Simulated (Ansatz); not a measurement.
This cell of IrO₂ (rutile) is off equilibrium:

```yaml
crystal:
  lattice:
    - [4.58891, 0.00000, 0.00000]
    - [0.00000, 4.58891, 0.00000]
    - [0.00000, 0.00000, 3.22176]
  atoms:
    - { symbol: Ir, position: [0.00000, 0.00000, 0.00000] }
    - { symbol: Ir, position: [0.50000, 0.50000, 0.50000] }
    - { symbol: O, position: [0.30844, 0.30844, 0.00000] }
    - { symbol: O, position: [0.80844, 0.19156, 0.50000] }
    - { symbol: O, position: [0.19156, 0.80844, 0.50000] }
    - { symbol: O, position: [0.69156, 0.69156, 0.00000] }
```

These are PBE (plane waves to 420 eV, PAW, scalar-relativistic; Ansatz, a program for electronic structure) values and carry that method's errors. k mesh 10×10×15 (Γ-centred), Fermi-Dirac smearing 0.05 eV. Energies are smeared free energies. Compression counts positive. As the atoms are clamped, bonds stretch with the cell, which overstates energies and stresses. With partly filled bands, the response to shear is sensitive to the k mesh, so small differences along c/a are uncertain. IrO2 is run without spin polarisation and with no Hubbard U. IrO2 was relaxed with its symmetry unable to fall. Spin-orbit coupling is left out, though Ir is heavy. The PAW data are Ansatz's earlier set.

Give the stress tensor in GPa and the pressure.


```
   -8.8      0.0      0.0
    0.0     -8.8      0.0
    0.0      0.0    -12.0
```
The pressure, a third of the trace, is -9.8 GPa.

It is the relaxed cell deformed to V/V₀ = 1.040, (c/a)/(c/a)₀ = 1.000, c along z, fractional positions held. What is its energy relative to the relaxed cell?

14 meV/atom.

(A scan under strain: stresses follow from slopes of the energy per volume, elastic moduli from its curvatures.)
